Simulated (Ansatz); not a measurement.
Relaxed candidate structures of La2MgCu2:

A. I4/mmm (No. 139), tI10; a = b = 5.6593 Å, c = 8.0923 Å, α = β = γ = 90.00°; Cu 4e (0.000, 0.000, 0.360); La 4d (0.000, 0.500, 0.250); Mg 2a (0.000, 0.000, 0.000)

B. P4/mbm (No. 127), tP10; a = b = 7.9662 Å, c = 3.8846 Å, α = β = γ = 90.00°; La 4h (0.327, 0.173, 0.500); Mg 2a (0.000, 0.000, 0.000); Cu 4g (0.118, 0.382, 0.000)

Question: Rank these by energy per atom (lowest first), as r2SCAN (plane waves to 500 eV, PAW, scalar-relativistic; Ansatz, a program for electronic structure) gives it.

Answer: B (reference, the lowest of the structures calculated here), A (+0.16 eV/atom)

Each run could gain symmetry but not lose that of its start, so entries can be saddle points. From databases, or of a type measured for this composition: P4/mbm, tP10; the others are generated cells (placed on structure types, drawn at random, substituted or restacked) that were not matched to a known phase here. Energies are at zero temperature and pressure, without zero-point motion. No spin polarisation in the result.
